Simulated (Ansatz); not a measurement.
TaAs in space group I4_1md (No. 109; Ta on 4a, As on 4a) is relaxed with PBEsol (plane waves, PAW; program Ansatz). What lattice parameters of the conventional cell result?

a = 3.429 Å, c = 11.583 Å.

Give the free coordinates with the occupied sites.

In one choice of origin and axes:

| atom | site | symmetry | x | y | z |
|---|---|---|---|---|---|
| Ta | 4a | 2mm. | 0.0000 | 0.0000 | 0.7490 |
| As | 4a | 2mm. | 0.0000 | 0.0000 | 0.1670 |

Is it a metal or does it have a gap at this level?

No gap at this level.

The cell was relaxed with PBEsol under the symmetry of its start. The run is not spin-polarised. A small band overlap can be real or an error of a semilocal functional. Spin–orbit coupling is left out wherever it is not named.

Potentials: the later of the program's two PAW sets.
